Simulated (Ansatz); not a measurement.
## Bands of ZrPt

```
Zr Pt
1.0
     1.71666   -5.20341    0.00000
     1.71666    5.20341    0.00000
     0.00000    0.00000    4.28243
Zr Pt
2 2
Direct
  0.85875 0.14125 0.75000
  0.14125 0.85875 0.25000
  0.59226 0.40774 0.75000
  0.40774 0.59226 0.25000
```

Atoms are numbered in the order listed.

Conventional cell: a = 3.433 Å, b = 10.407 Å, c = 4.282 Å, α = 90.00°, β = 90.00°, γ = 90.00°. Zr (atom 1) is surrounded by 7 Pt at 2.77 to 2.98 Å. Around Pt (atom 3) lie 7 Zr at 2.77 to 2.98 Å and 2 Pt at 2.88 Å.

The cell is the one relaxed in the Materials Project (mp-1065995), not relaxed further here; entries there can be hypothetical.

Spin–orbit coupling is left out, though it moves levels of the heavy atoms by tenths of an eV or more.

These are results of DFT, LDA, all-electron LAPW, scalar-relativistic (Ansatz 0.2.0), not measurements.

Sampling and basis: a Γ-centred 11×11×9 k mesh, Fermi–Dirac smearing of 0.05 eV, basis error target 1 meV/atom, no spin polarisation.

Points in fractions of the reciprocal vectors of this cell: Γ (0, 0, 0), Y (-0.5, 0.5, 0), C0 (-0.277, 0.723, 0), Σ0 (0.277, 0.277, 0), Z (0, 0, 0.5), A0 (0.277, 0.277, 0.5), E0 (-0.277, 0.723, 0.5), T (-0.5, 0.5, 0.5). The path joins them by straight lines in the order Γ–Y–C0–Σ0–Γ–Z–A0–E0–T; legs that retrace an earlier one aren't tabulated. Energies are in eV from the Fermi level.

**Question.** List the levels at E0 between -20 and 8 eV.

**Answer.** -5.68 (×2), -4.99 (×2), -4.18 (×2), -3.58 (×2), -2.92 (×2), -2.09 (×2), -0.56 (×2), 0.61 (×2), 1.16 (×2), 3.16 (×2), 4.04 (×2), 5.11 (×2), 7.53 (×2).

**Question.** List the levels at Σ0 between -20 and 8 eV.

**Answer.** -5.70, -5.04, -4.80, -4.63, -4.54, -4.24, -3.61, -3.48, -3.08, -2.55, -2.49, -1.53, -1.36, -1.30, -0.22, 0.21, 1.63, 2.21, 2.57, 2.59, 3.36, 4.06, 4.37, 6.61.

**Question.** List the levels at Z between -20 and 8 eV.

**Answer.** -5.89 (×2), -4.84 (×2), -4.31 (×2), -3.74 (×2), -2.96 (×2), -2.74 (×2), -0.88 (×2), 0.73 (×2), 0.84 (×2), 1.77 (×2), 3.10 (×2), 5.56 (×2), 7.33 (×2).

**Question.** What is the band gap?

**Answer.** none: bands cross the Fermi level, a metal.
